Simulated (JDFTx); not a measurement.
# Double layer at Hf(0001)

Hf(0001) slab cut from bulk Hf (space group P6_3/mmc, indices of the conventional cell, lattice of the Materials Project entry mp-103, not re-optimised): 4 atoms in 4 planes, a 1x1 cell of 8.83 Å² (|a| = 3.192, |b| = 3.192 Å), 7.4 Å between the outermost planes, cell height 23.6 Å, 8×8×1 k mesh, Fermi smearing 0.01 Ha, no spin polarisation.

Method: PBE, GBRV ultrasoft potentials, plane waves to 20/100 Ha, in JDFTx (a modified build). Outer atoms relaxed in vacuum, keeping the start's symmetry. The same nuclei were then put into each liquid, at zero charge and at set potentials or charges. Ideal, unreconstructed faces without any overlayer. Potentials refer to SHE, placed 4.44 V below the bulk liquid's zero by convention. Convergence in thickness and k mesh wasn't tested for this slab.

In vacuum the work function is 4.35 eV, which would put the uncharged electrode at -0.09 V vs SHE if the liquid did nothing. Each liquid moves the Fermi level of the neutral slab, now counted from the bulk liquid: CANDLE, water, 0.5 M KF by 0.46 eV, to a potential of zero charge of -0.55 V; SCCS (g09 parameters), water, 0.5 M KF by 0.19 eV, to a potential of zero charge of -0.28 V. The models of water differ by 0.27 V among themselves.

Charging:

| liquid | U − U_pzc (V) | σ (μC/cm²) | σ/(U − U_pzc) (μF/cm²) | Δγ (mJ/m²) |
|---|---|---|---|---|
| CANDLE, water | 0.27 | 8.0 | 30 | -10 |
| CANDLE, water | 0.50 | 19.8 | 39 | -41 |

The mean capacitance runs from 30 to 39 μF/cm². Δγ, the grand free energy per area against the neutral surface, is negative throughout, since charging at a held potential lowers it. The cavity function reaches one half at 3.6 Å (CANDLE, water), 3.2 Å (SCCS (g09 parameters), water) above the top atoms; the models define their cavities differently. CANDLE's negatively charged runs are left out, as they depend on the cell height. No specific adsorption of ions or solvent is in these numbers.
